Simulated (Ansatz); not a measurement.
**Al4VN2: rattling a relaxed structure**

The structure comes from a proposed guess, relaxed at this level; another structure or a mixture of phases may lie lower.

Level of theory: DFT PBE, scalar-relativistic, plane waves, PAW in Ansatz 0.2.0. Plane waves to 420 eV, a k mesh through Γ of 12×12×4 on the computed 7-atom cell and Gaussian smearing (0.10 eV); no spin polarisation.

The cell below (7 atoms, space group P-3m1 (No. 164)) is relaxed within its symmetry.

```yaml
crystal:
  lattice:
    - [2.99997, 0.00000, 0.00000]
    - [-1.49998, 2.59805, 0.00000]
    - [0.00000, 0.00000, 12.07765]
  atoms:
    - { symbol: Al, position: [0.66667, 0.33333, 0.38422] }
    - { symbol: Al, position: [0.33333, 0.66667, 0.16691] }
    - { symbol: Al, position: [0.33333, 0.66667, 0.61578] }
    - { symbol: Al, position: [0.66667, 0.33333, 0.83309] }
    - { symbol: V, position: [0.00000, 0.00000, 0.00000] }
    - { symbol: N, position: [0.33333, 0.66667, 0.32313] }
    - { symbol: N, position: [0.66667, 0.33333, 0.67687] }
```

For the test it was strained at random (σ = 1.5 % a component), the atoms were moved at random (σ = 0.05 Å), and all was relaxed again on a coarse 12×12×2 mesh (in the run’s order of axes) with 0.20 eV smearing, with no symmetry imposed.

Trial moments died out on the coarse mesh, so the last step has no spin; another magnetic start might hold.

Task: Is the structure stable against such a distortion?

Result: It doesn't return. The energy falls by 47 meV/atom on that mesh, the volume changes by -1.3 %, and the end has space group R-3m (No. 166) at a loose tolerance. Relaxed again on a 12×12×12 mesh with 0.10 eV smearing, the new structure lies 47 meV/atom below the first (mesh in the axes of the run's cell; the cell below is made exact in the group named). Space group R-3m (No. 166), trigonal, a = 3.005 Å, c = 35.619 Å. Around Al on its first site lie 3 N at 1.89 Å and 12 Al at 3.00–3.14 Å; around Al on its second site lie 1 N at 1.86 Å, 3 V at 2.66 Å and 9 Al at 3.00–3.14 Å; around V lie 6 Al at 2.66 Å and 6 V at 3.00 Å; N has 4 Al at 1.86–1.89 Å.

```
CELL_PARAMETERS angstrom
1.50239 0.86740 11.87312
-1.50239 0.86740 11.87312
0.00000 -1.73481 11.87312
ATOMIC_POSITIONS crystal
Al 0.79688 0.79688 0.79688
Al 0.39011 0.39011 0.39011
Al 0.20312 0.20312 0.20312
Al 0.60989 0.60989 0.60989
V 0.00000 0.00000 0.00000
N 0.44229 0.44229 0.44229
N 0.55771 0.55771 0.55771
```
